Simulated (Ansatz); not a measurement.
# Kick test of a cell of MnSi3

The structure comes from a generated guess, relaxed at this level; another structure or a mixture of phases may lie lower.

The calculation used Ansatz 0.2.0, DFT PBE, scalar-relativistic, plane waves, PAW. Settings: cutoff 420 eV, Γ-centred mesh 14×14×6 on the computed 4-atom cell, Gaussian smearing of 0.10 eV; collinear spin from starting moments 0.3 0.0 0.0 0.0 μB.

The cell below (4 atoms, space group P4/mmm (No. 123)) is relaxed within its symmetry.

```cif
data_structure
_symmetry_space_group_name_H-M 'P 1'
_symmetry_Int_Tables_number 1
_cell_length_a 2.7457
_cell_length_b 2.7457
_cell_length_c 7.4615
_cell_angle_alpha 90.000
_cell_angle_beta 90.000
_cell_angle_gamma 90.000
_cell_volume 56.25
loop_
_atom_site_label
_atom_site_type_symbol
_atom_site_fract_x
_atom_site_fract_y
_atom_site_fract_z
_atom_site_occupancy
Mn1 Mn 0.50000 0.50000 0.50000 1
Si1 Si 0.00000 0.00000 0.68082 1
Si2 Si 0.00000 0.00000 0.31918 1
Si3 Si 0.00000 0.00000 0.00000 1
```

For the test a repeat of it with 8 atoms (edges 2.75, 2.75, 14.92 Å) was strained at random (σ = 1.5 % a component), the atoms were moved at random (σ = 0.05 Å), and all was relaxed again on a coarse 8×8×2 mesh (in the run’s order of axes) with 0.20 eV smearing, with no symmetry imposed.

Question: What happens?

Answer: It returns, within 1 meV/atom of the unmoved cell on that mesh and with the same symmetry when read at 0.1 Å (Pm at 0.01 Å, so small strains and shifts remain). So it is stable against the distortions that fit this cell and that this random move excites. Modes that don't fit the cell aren't tested.
